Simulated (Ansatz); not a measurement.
Guessed and relaxed cells of Nb₅O

The guess for Nb₅O was made by a generator: random cell by space group and Wyckoff sites (P6/mmm, No. 191). Its size is a rough estimate.

start.xyz

```xyz
6
Lattice="3.8777 0.0000 0.0000 -1.9389 3.3582 0.0000 0.0000 0.0000 6.8943" Properties=species:S:1:pos:R:3 pbc="T T T"
Nb    0.0000    2.2388    2.2072
Nb    1.9389    1.1194    2.2072
Nb    1.9389    1.1194    4.6872
Nb    0.0000    2.2388    4.6872
Nb    0.0000    0.0000    0.0000
O     0.0000    0.0000    3.4472
```

Method: DFT PBE, scalar-relativistic, plane waves, PAW (Ansatz 0.2.0). Cutoff 420 eV, Gaussian smearing, Γ-centred meshes. Cell and atoms relax first on a coarse mesh and then on a finer one. In between, the cell is made exact in the group found at 0.06 Å. In metals the finer mesh still leaves noise of several meV/atom or more. The steps can't lower the symmetry of their start. No spin polarisation.

end.xyz

```xyz
6
Lattice="4.6976 0.0000 0.0000 -2.3488 4.0682 0.0000 0.0000 0.0000 5.3128" Properties=species:S:1:pos:R:3 pbc="T T T"
Nb    0.0000    2.7121    1.2889
Nb    2.3488    1.3561    1.2889
Nb    2.3488    1.3561    4.0240
Nb    0.0000    2.7121    4.0240
Nb    0.0000    0.0000    0.0000
O     0.0000    0.0000    2.6564
```

The symmetry stays P6/mmm (No. 191). The volume per atom grows by 13.1 %, from 15.0 to 16.9 Å³. The shortest distance goes from 2.24 Å (Nb–Nb) to 2.58 Å (Nb–Nb). The ratio c/a of the conventional cell changes by a factor of 0.64. The energy falls by about 1.4 eV/atom (the start's value is from the coarse mesh).

- Volume per atom: 16.92 Å³
- Density: 7.86 g/cm³
- Energy over the elements: +0.42 eV/atom
- Gap on the 12×12×8 mesh of the 6-atom cell: 0 eV (a metal)

Formation energies are uncorrected and refer to the elements' standard structures at the same level (O₂ as a molecule). The separate elements lie lower, so it is unstable against them.

The last run used Gaussian smearing of 0.10 eV. The cell is a metal run without spin; a magnetic state may lie lower. Symmetry constrained the relaxation, so the result can be a saddle point. In all, the 3 runs took 3.7 min on 1 thread of Arm Neoverse V1, on a shared host. Another cell of Nb5O relaxed alike, in P-6m2, lies 0.82 eV/atom lower, so this cell isn't the stable form at this level.
